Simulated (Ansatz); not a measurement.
Input, command and steps of an Ansatz relaxation.

```yaml
crystal:
  lattice:
    - [4.668010478, 0.0, 0.0]
    - [0.0, 4.668010478, 0.0]
    - [0.0, 0.0, 4.6200298455]
  atoms:
    - { symbol: Sr, position: [0.0, 0.5, 0.5] }
    - { symbol: Sr, position: [0.5, 0.0, 0.5] }
    - { symbol: Sr, position: [0.5, 0.5, 0.0] }
    - { symbol: O, position: [0.0, 0.0, 0.0] }
basis:
  ecutwfc: 420
kpoints:
  mp_grid: { grid: [4, 4, 4] }
hamiltonian:
  xc: pbe
scf:
  occupations: { method: gaussian, width: 0.1 }
  lower_state_search: "off"
output:
  forces: true
  stress: true
  eigenvalues: true
relax:
  adjacent_minimum: "off"
  f_tol: 0.04
  max_steps: 70
  cell: { stress_tol: 0.4 }
```

```bash
ansatz run input.yaml --threads 1 --pin off --max-ram 2560MiB --backend cpu --events-out ev --progress --plain --runs-dir out
```

Theory: DFT PBE, scalar-relativistic, plane waves, PAW (Ansatz 0.2.0).

Of 7 frames 7 are shown, positions in Å and forces in eV/Å; the SCF threshold varies from step to step. Steps run on the plane waves of an earlier cell, with a Pulay correction in the pressure. The basis is chosen afresh for the last frame, the zero of the energies, and at times for earlier ones too; energy and pressure step there, also at an unchanged geometry. Here that happened at step 5 (-29 meV/atom, 1.0 GPa); the frames before carry an error of that size.

```xyz
4
Lattice="4.6680 0.0000 0.0000 0.0000 4.6680 0.0000 0.0000 0.0000 4.6200" Properties=species:S:1:pos:R:3:forces:R:3 pbc="T T T" step=1 free_energy_over_end_meV_per_atom=250.24 pressure_GPa=8.17
Sr    0.0000    2.3340    2.3100    0.0000    0.0000    0.0000
Sr    2.3340    0.0000    2.3100    0.0000    0.0000    0.0000
Sr    2.3340    2.3340    0.0000    0.0000    0.0000    0.0000
O     0.0000    0.0000    0.0000    0.0000    0.0000    0.0000
4
Lattice="4.8959 0.0000 0.0000 0.0000 4.8959 0.0000 0.0000 0.0000 4.8305" Properties=species:S:1:pos:R:3:forces:R:3 pbc="T T T" step=2 free_energy_over_end_meV_per_atom=106.71 pressure_GPa=4.63
Sr    0.0000    2.4479    2.4152    0.0000    0.0000    0.0000
Sr    2.4479    0.0000    2.4152    0.0000    0.0000    0.0000
Sr    2.4479    2.4479    0.0000    0.0000    0.0000    0.0000
O     0.0000    0.0000    0.0000    0.0000    0.0000    0.0000
4
Lattice="5.1238 0.0000 0.0000 0.0000 5.1238 0.0000 0.0000 0.0000 5.0226" Properties=species:S:1:pos:R:3:forces:R:3 pbc="T T T" step=3 free_energy_over_end_meV_per_atom=37.13 pressure_GPa=1.03
Sr    0.0000    2.5619    2.5113    0.0000    0.0000    0.0000
Sr    2.5619    0.0000    2.5113    0.0000    0.0000    0.0000
Sr    2.5619    2.5619    0.0000    0.0000    0.0000    0.0000
O     0.0000    0.0000    0.0000    0.0000    0.0000    0.0000
4
Lattice="5.2005 0.0000 0.0000 0.0000 5.2005 0.0000 0.0000 0.0000 5.0764" Properties=species:S:1:pos:R:3:forces:R:3 pbc="T T T" step=4 free_energy_over_end_meV_per_atom=33.77 pressure_GPa=-0.06
Sr    0.0000    2.6003    2.5382    0.0000    0.0000    0.0000
Sr    2.6003    0.0000    2.5382    0.0000    0.0000    0.0000
Sr    2.6003    2.6003    0.0000    0.0000    0.0000    0.0000
O     0.0000    0.0000    0.0000    0.0000    0.0000    0.0000
4
Lattice="5.2005 0.0000 0.0000 0.0000 5.2005 0.0000 0.0000 0.0000 5.0764" Properties=species:S:1:pos:R:3:forces:R:3 pbc="T T T" step=5 free_energy_over_end_meV_per_atom=4.73 pressure_GPa=0.93
Sr    0.0000    2.6003    2.5382    0.0000    0.0000    0.0000
Sr    2.6003    0.0000    2.5382    0.0000    0.0000    0.0000
Sr    2.6003    2.6003    0.0000    0.0000    0.0000    0.0000
O     0.0000    0.0000    0.0000    0.0000    0.0000    0.0000
4
Lattice="5.2744 0.0000 0.0000 0.0000 5.2744 0.0000 0.0000 0.0000 5.1125" Properties=species:S:1:pos:R:3:forces:R:3 pbc="T T T" step=6 free_energy_over_end_meV_per_atom=0.82 pressure_GPa=0.25
Sr    0.0000    2.6372    2.5562    0.0000    0.0000    0.0000
Sr    2.6372    0.0000    2.5562    0.0000    0.0000    0.0000
Sr    2.6372    2.6372    0.0000    0.0000    0.0000    0.0000
O     0.0000    0.0000    0.0000    0.0000    0.0000    0.0000
4
Lattice="5.2744 0.0000 0.0000 0.0000 5.2744 0.0000 0.0000 0.0000 5.1125" Properties=species:S:1:pos:R:3:forces:R:3 pbc="T T T" step=7 free_energy_over_end_meV_per_atom=0.00 pressure_GPa=0.26
Sr    0.0000    2.6372    2.5562    0.0000    0.0000    0.0000
Sr    2.6372    0.0000    2.5562    0.0000    0.0000    0.0000
Sr    2.6372    2.6372    0.0000    0.0000    0.0000    0.0000
O     0.0000    0.0000    0.0000    0.0000    0.0000    0.0000
```

The start puts this composition into another compound's structure type, which needn't suit it. The cell swells from 25.2 to 35.6 Å³ an atom, so the end can be far from any stable crystal. At the end the space group is P4/mmm (tolerance 0.05 Å).

The run took 21 s on 1 thread of Arm Neoverse V2 (shared host), peak memory 0.37 GiB.

The k mesh is coarse. Spin polarisation was left out, and a magnetic state may lie lower.